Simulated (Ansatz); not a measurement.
Run on MnHg (Pm-3m) — total moment held at 0.78 μB

Theory: Ansatz, DFT, PBE, all-electron PAW with datasets made for the crystal, scalar-relativistic.

Command: `ansatz run input.yaml --threads 1 --pin off --max-ram 3072MiB --backend cpu --events-out ev --progress --plain --runs-dir out`

```yaml
crystal:
  lattice:
    - [3.315, 0.0, 0.0]
    - [0.0, 3.315, 0.0]
    - [0.0, 0.0, 3.315]
  atoms:
    - { symbol: Mn, position: [0.5, 0.5, 0.5], spin: 0.78 }
    - { symbol: Hg, position: [0.0, 0.0, 0.0] }
magnetization:
  spin_polarized: true
  initial_magnetization: 0.78
  spin_locking: { lock_magnetization: hard }
kpoints:
  mp_grid: { grid: [10, 10, 10] }
scf:
  occupations: { method: fermi_dirac, width: 0.1 }
  lower_state_search: "off"
hamiltonian:
  xc: pbe
  pseudopotentials: { kind: all_electron, datasets: crystal }
output:
  forces: true
  stress: true
  eigenvalues: false
```

The program prints:

```
settings of this run that can trade accuracy for cost: output.eigenvalues: false. Do not mix this run's numbers with those of runs without the same settings; the input reference describes each key
hamiltonian.pseudopotentials.datasets: crystal makes datasets for this crystal and solves the spheres of its atoms anew in each pass: cutoff 260.0 eV, the density's 1040.0 eV; for an error of 0.50 meV an atom under PBE, 1.0 meV for the cell; an energy difference from a run of another recipe may be off by several times the error for the cell, under r2SCAN by more, where some 0.1 meV an atom stays a …
Engine: ansatz 0.2.0
Pseudopotentials: kind: all_electron
Pseudopotential: Mn, paw, valence charge 15, recommended cutoff 260 eV (normal), crystal/all_electron/pbe/scalar/gaussian/Mn, Koelling and Harmon's equation, gaussian nucleus
Pseudopotential: Hg, paw, valence charge 20, recommended cutoff 260 eV (normal), crystal/all_electron/pbe/scalar/gaussian/Hg, Koelling and Harmon's equation, gaussian nucleus
Functional definition: PBE
  parameter kappa = 0.804
  parameter beta = 0.06672455060314922
  exchange = pbe_x(kappa = kappa, mu = beta*pi^2/3)
  correlation = pbe_c(beta = beta)
Crystal: 2 atoms, lattice volume = 36.429 Å³
Basis set: ecut = 260 eV, 341 PW (Γ), exchange–correlation on 36×36×36 points (8 copies of the dense FFT grid, shifted against one another)
Bands: 22, of which v1, the nominal top of the filled ones, is band 18 counted from 1 (17 counted from 0)
Symmetry: 48 space group operations
Space group: Pm-3m (ITA 221), of the structure as read, at distance tolerance 3.3e-5 Å
Magnetic group: BNS 221.92 (UNI 1594), of the structure as read, at distance tolerance 3.3e-5 Å
k-points: 56 of 1000
Non-local potential: Mn, projectors of the file, l = 0: 3, l = 1: 2, l = 2: 2
Non-local potential: Hg, projectors of the file, l = 0: 3, l = 1: 2, l = 2: 2
PAW form: soft (Blöchl's): semilocal exchange-correlation on the pseudo side does not see the compensation charge
PAW one-centre angular grid: Mn, 590 points (default); XC on its mesh's 1939 points in the sphere
PAW one-centre angular grid: Hg, 590 points (default); XC on its mesh's 1813 points in the sphere
Initial density: superposition of atomic densities (chi_scale 0.1, normalization cell)
Starting moments: Σ|m| = 0.78 μB on 1 of 2 sites
Initial wavefunctions: pseudopotential atomic-orbital guess
Functional: x = pbe(κ = 0.804, μ = 0.2195149727645171), c = pbe(β = 0.06672455060314922)
iter 1 solved again at ethr=1.47e-2 eV; its pass at ethr=1.00e-1 eV (dr2=5.15e0 eV) is discarded
SCF iter   1: F=—  HF=-565357.032487 eV  |F-HF|=—  |Δ(HF+E_count)|=         —  Δρ=6.05e-2 (↑5.48e-2 ↓6.05e-2)  dr2=5.29e0  dr2_m=5.16e-3  M=0.780 μB ∫|m|=0.853 μB  β_m=0.30  ethr=1.47e-2  ⟨swp⟩=2.0  Hψ=11872  notcnv=0
preconditioner: auto → Kerker (q_TF=auto, 2.710 Å⁻¹)  [metal: Δε(μ)=0.011 eV  Ē_g=7.597 eV  σ=0.100 eV  W_gap=0.03  n_scr=18 (ndim 8)  ℏωp=26.8 eV  f_vac=0.000  D(μ)=4.58/eV (n_scr^D=80)]
[...]
SCF iter  15: F=-565356.059517 eV  HF=-565356.059517 eV  |F-HF|=3.09e-8  |Δ(HF+E_count)|=   3.25e-6  Δρ=3.48e-6 (↑3.37e-6 ↓3.48e-6)  dr2=1.87e-9  dr2_m=2.56e-9  M=0.780 μB ∫|m|=1.049 μB  β_m=0.86  ethr=1.51e-11  ⟨swp⟩=3.8  Hψ=6210  notcnv=0
SCF iter  16: F=—  HF=-565356.059517 eV  |F-HF|=—  |Δ(HF+E_count)|=   4.55e-8  Δρ=6.88e-6 (↑6.88e-6 ↓6.05e-6)  dr2=7.37e-8  dr2_m=3.14e-10  M=0.780 μB ∫|m|=1.049 μB  β_m=0.93  ethr=5.35e-12  ⟨swp⟩=4.0  Hψ=6791  notcnv=0  recentre
SCF iter  17: F=-565356.059517 eV  HF=-565356.059517 eV  |F-HF|=4.66e-10  |Δ(HF+E_count)|=   1.04e-8  Δρ=4.02e-7 (↑4.02e-7 ↓3.74e-7)  dr2=1.70e-10  dr2_m=1.54e-11  M=0.780 μB ∫|m|=1.049 μB  ethr=5.35e-12  ⟨swp⟩=4.0  Hψ=6573  notcnv=0
SCF 1 converged in 17 iterations: F = -565356.059524 eV  dr2 = 1.70e-10
  greatest PAW one-centre occupation: 1.015 electrons in one spin orbital (limit 2), on the Mn atom at site 0 (counted from 0), in its partial waves of l = 1
SCF converged after 17 iterations
Stability checked in part: among states of this total moment the steps that led to this state did not find it unstable. No probe was made; neither looks for a lower state of another moment (fixed_total_moment; see scf.lower_state_search)
Magnetization: 0.7800 μB (17.8900 up, 17.1100 down)
Absolute magnetization: 1.0487 μB (∫|ρ↑−ρ↓|)
Spin contamination: 0.0541 ħ² per cell (⟨S²⟩ above its minimum at these occupations)
Per-site moments (μB) at R_I (Å): [(0.889170068065752, 1.1842356130874832), (-0.039269284229321993, 1.1842356130874832)]
Free energy (F): -565356.059524 eV
Harris-Foulkes:  -565356.059524 eV  (|F-HF|=4.66e-10)
Internal energy: -565355.898139 eV  (E = F + TS)
E sigma→0 (E₀):  -565355.978831 eV
Entropy (-TS):   -0.161384 eV (-80.692 meV/atom)
Past the cutoff: the bands carry plane waves up to 1.75 times it, of which those up to 1.5 times it add -0.000537 eV an atom, each by itself; the spheres take 0.000375 eV an atom off the energy for waves past 1.75 times it
By the cutoff:   a pressure is off by up to 0.008 GPa (1.2 times the spheres' own share and the shells' term, over an atom's volume, and 0.004 GPa: a bound that held against runs at twice the plane waves)
Past the cutoffs: a stress includes 0.0004 GPa for waves and charges beyond them, in addition to the slope of what the spheres take
In the spheres:  the bands' charges fall short by 2.5e-6 e at most (sound up to 1e-3)
Fermi energy:    17.642012 (↑ 17.338081, ↓ 17.945943) eV
--- Per-component energies (eV) ---
  E_band       = -522.522066
  E_kinetic    = 288.563812
  E_local      = -3048.899454  (includes V_loc(G=0)·N_el)
  E_nonlocal   = -278.415760
  E_hartree    = 1568.412735
  E_xc         = -100.139395
  E_vxc        = -130.219844  (∫ρ·V_xc dr)
  E_paw        = -569269.574808  (= ΣΔE_a)
  E_vpaw       = -10871.001686  (= ΣTr[D̂ρ^β])
  E_ewald      = -4896.471318
  E_smearing   = -0.161384  (= −TS)
  E_closure    = 10380.626048  (closes the sum)
  Σ components = -565356.059524   (vs F -565356.059524, Δ=0.00e0)
  The terms above E_closure are by the made datasets' own strengths, without shells solved beside the bands.
--- Forces (eV/Å), atoms counted from 1 ---
  atom   1  Mn    -0.00000000    -0.00000000    -0.00000000
  atom   2  Hg    -0.00000000     0.00000000    -0.00000000
  max |Σ_I F_I| component: 2.49e-29 eV/Å
--- Stress (GPa, compression-positive) ---
      -13.080150      -0.000000       0.000000
       -0.000000     -13.080150       0.000000
        0.000000       0.000000     -13.080150
  P = ⅓ Tr σ = -13.0802 GPa (-130.802 kbar)
settings of this run that can trade accuracy for cost: output.eigenvalues: false. Do not mix this run's numbers with those of runs without the same settings; the input reference describes each key
```

Site moments (μB): Mn1 0.89, Hg2 -0.04. Cell moment 0.78 μB.

The magnetic group in the log treats spin as a scalar label, without spin–orbit coupling.

The Ansatz runs typed with the search for lower states off end where their start leads. Spin–orbit coupling is left out although heavy atoms are present. None of this fixes the real material's magnetic order: only patterns that fit the cell were computed, at zero temperature, with a functional that can overstate moments.

It took 20 s on 1 thread of Arm Neoverse V2, on a shared host, peak memory 0.65 GiB.
